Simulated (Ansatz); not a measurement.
**Relaxing an invented Si2Bi2S structure**

These are results of DFT PBE, scalar-relativistic, plane waves, PAW (Ansatz), not measurements. Cutoff 420 eV, Gaussian smearing, Γ-centred meshes. Cell and atoms relax first on a coarse mesh and then on a finer one. In between, the cell is made exact in the group found at 0.06 Å. In metals the finer mesh still leaves noise of several meV/atom or more. The steps can't lower the symmetry of their start. No spin polarisation.

A trial structure of Si2Bi2S was built thus: random cell by space group and Wyckoff sites (P6/mmm, No. 191). Its size is a rough estimate.

```cif
data_structure
_symmetry_space_group_name_H-M 'P6/mmm'
_symmetry_Int_Tables_number 191
_cell_length_a 3.9596
_cell_length_b 3.9596
_cell_length_c 9.5010
_cell_angle_alpha 90.000
_cell_angle_beta 90.000
_cell_angle_gamma 120.000
_cell_volume 129.01
loop_
_atom_site_label
_atom_site_type_symbol
_atom_site_symmetry_multiplicity
_atom_site_Wyckoff_symbol
_atom_site_fract_x
_atom_site_fract_y
_atom_site_fract_z
_atom_site_occupancy
Si1 Si 2 c 0.33333 0.66667 0.00000 1
Bi1 Bi 2 d 0.33333 0.66667 0.50000 1
S1 S 1 a 0.00000 0.00000 0.00000 1
```

Energies over the elements count from the elements' standard structures at the same level, with no fitted energy shifts.

Task: Describe the relaxed structure.

Result: The symmetry stays P6/mmm (No. 191). The volume per atom stays near 25.9 Å³. The shortest distance goes from 2.29 Å (Si–S, Bi–Bi and Si–Si) to 2.92 Å (Si–Bi, Si–S and Bi–Bi). The ratio c/a of the conventional cell changes by a factor of 0.48. The energy falls by about 2.7 eV/atom (the start's value is from the coarse mesh). Conventional cell: a = 5.060 Å, c = 5.843 Å. Si has 3 S at 2.92 Å, 3 Si at 2.92 Å and 2 Bi at 2.92 Å; Bi has 3 Bi at 2.92 Å and 2 Si at 2.92 Å; around S lie 6 Si at 2.92 Å.

```
Si Bi S
1.0
     5.05987    0.00000    0.00000
    -2.52994    4.38198    0.00000
     0.00000    0.00000    5.84329
Si Bi S
2 2 1
Direct
  0.33333 0.66667 0.00000
  0.66667 0.33333 0.00000
  0.33333 0.66667 0.50000
  0.66667 0.33333 0.50000
  0.00000 0.00000 0.00000
```

Task: How does it come out in energy, and is it a metal?

Result:

* Energy over the elements: +0.51 eV/atom
* Gap on the 12×12×6 mesh of the 5-atom cell: 0 eV (a metal)

A positive value: parting into the elements would lower its energy.

The last run used Gaussian smearing of 0.10 eV. Spin–orbit coupling, which can matter for Bi, is left out. The reference form of S is held partly by dispersion forces, which this level lacks. A structure relaxed within its symmetry needn't be a true minimum. Another cell of Si2Bi2S relaxed alike, in P-3m1, lies 0.34 eV/atom lower, so this cell isn't the stable form at this level.
